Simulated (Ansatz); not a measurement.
Ansatz 0.2.0, relaxation: GdTiPd

The input file (Ansatz 0.2.0, plane waves):

```yaml
crystal:
  lattice:
    - [3.60718068, 6.24781587, 0.0]
    - [-3.60718068, 6.24781587, 0.0]
    - [0.0, 0.0, 3.72783204]
  atoms:
    - { symbol: Gd, position: [0.59347, 0.40653, 0.0], spin: 7.0 }
    - { symbol: Gd, position: [0.40653, 0.0, 0.0], spin: 7.0 }
    - { symbol: Gd, position: [0.0, 0.59347, 0.0], spin: 7.0 }
    - { symbol: Pd, position: [0.0, 0.0, 0.0], spin: 1.0 }
    - { symbol: Pd, position: [0.6667, 0.6666, 0.5], spin: 1.0 }
    - { symbol: Pd, position: [0.3333, 0.3334, 0.5], spin: 1.0 }
    - { symbol: Ti, position: [0.25365, 0.74635, 0.5], spin: 1.0 }
    - { symbol: Ti, position: [0.74635, 0.0, 0.5], spin: 1.0 }
    - { symbol: Ti, position: [0.0, 0.25365, 0.5], spin: 1.0 }
kpoints:
  mp_grid: { grid: [4, 4, 6], shift: [0, 0, 0] }
magnetization:
  spin_polarized: true
scf:
  occupations: { method: gaussian, width: 0.0117 }
  lower_state_search: "off"
hamiltonian:
  pseudopotentials: { kind: paw }
  xc: r2scan
basis:
  ecutwfc: 500
  fft_grid_basis: typed
relax:
  max_steps: 60
  cell: { p_target: 0.0 }
  f_tol: 0.03
output:
  forces: true
  stress: true
  eigenvalues: true
  bader: true
  populations: true
  elf: true
  write_potential: true
  volumetric_format: npy
  dos:
    e_range: [-12, 8]
    de: 0.05
    projected: { site_lists: { Gd: [Gd], Pd: [Pd], Ti: [Ti] } }
  write_density: true
checkpoint:
  read: saved_state
```

Launch command:

```bash
ansatz run input.yaml --threads 2 --pin off --max-ram 4096MiB --backend cpu --events-out ev --progress --plain --runs-dir out
```

Origin of the cell: a known structure type with other elements, at an estimated volume, so it need not be a known compound.

The saved state is a converged single point of the same cell, with its larger moments on Gd1 up, Gd2 up, Gd3 up, Ti7 up, Ti8 up, Ti9 up.

Steps («new basis» is an SCF on plane waves selected anew at the same cell):

```tsv
step	ΔF (meV/atom)	max force component (eV/Å)	P (GPa)	volume (Å³)	SCF iterations	step was
1	0.0	0.435	16.34	168.03	20	accepted
2	-133.0	0.249	0.38	192.71	14	accepted
3	-135.7	0.010	0.04	193.77	42	accepted
4	-138.5	0.010	0.09	193.77	11	new basis
5	-138.5	0.006	0.02	193.91	9	accepted
6	-138.4	0.013	-0.07	194.10	16	rejected
7	-138.5	0.003	-0.01	193.97	13	accepted
8	-138.5	0.003	-0.01	193.97	5	new basis
9	-138.5	0.001	-0.03	194.02	10	accepted
10	-138.5	0.000	-0.03	194.02	7	new basis
```

Before:

Space group P-62m (No. 189); the run's cell has a = 7.214 Å, b = 7.214 Å, c = 3.728 Å, α = 90.00°, β = 90.00°, γ = 60.00°. Shortest distances: Pd–Ti 2.61 Å, Gd–Pd 2.87 Å, Gd–Ti 3.08 Å, Ti–Ti 3.17 Å.

After:

Space group P-62m (No. 189); the run's cell has a = 7.497 Å, b = 7.497 Å, c = 3.985 Å, α = 90.00°, β = 90.00°, γ = 60.00°. Shortest distances: Pd–Ti 2.69 Å, Gd–Pd 3.02 Å, Ti–Ti 3.13 Å, Gd–Ti 3.29 Å.

```xyz
9
Lattice="3.7487 6.4930 0.0000 -3.7487 6.4930 0.0000 0.0000 0.0000 3.9855" Properties=species:S:1:pos:R:3 pbc="T T T"
Gd    0.6801    6.4930    0.0000
Gd    1.5344    2.6576    0.0000
Gd   -2.2144    3.8354    0.0000
Pd    0.0000    0.0000    0.0000
Pd    0.0000    8.6573    1.9927
Pd    0.0000    4.3287    1.9927
Ti   -1.9426    6.4930    1.9927
Ti    2.8457    4.9289    1.9927
Ti   -0.9030    1.5641    1.9927
```

```yaml
Free_energy_lowered_by: 138.5 meV/atom
Volume_change: 15.47 %
Final_pressure: -0.03 GPa
Relaxation_steps_listed: 10
Site_moments_at_the_end_small_spheres_which_read_low: Gd1 +7.3, Gd2 +7.3, Gd3 +7.3, Ti7 +1.3, Ti8 +1.3, Ti9 +1.3 μB
Total_moment: 29.55 μB
```

Caveats: f shells without a U or exact exchange are poorly placed; no spin-orbit coupling, though heavy elements are present; the magnetic state was chosen at the start cell and may not be the lowest after relaxing; the relaxation held the start's symmetry, so the end may be a saddle point; the program can leave such a cell on a higher state.

The run took 47 min on 2 threads of Arm Neoverse V1, on a shared host, peak memory 3.3 GiB, from a saved density.
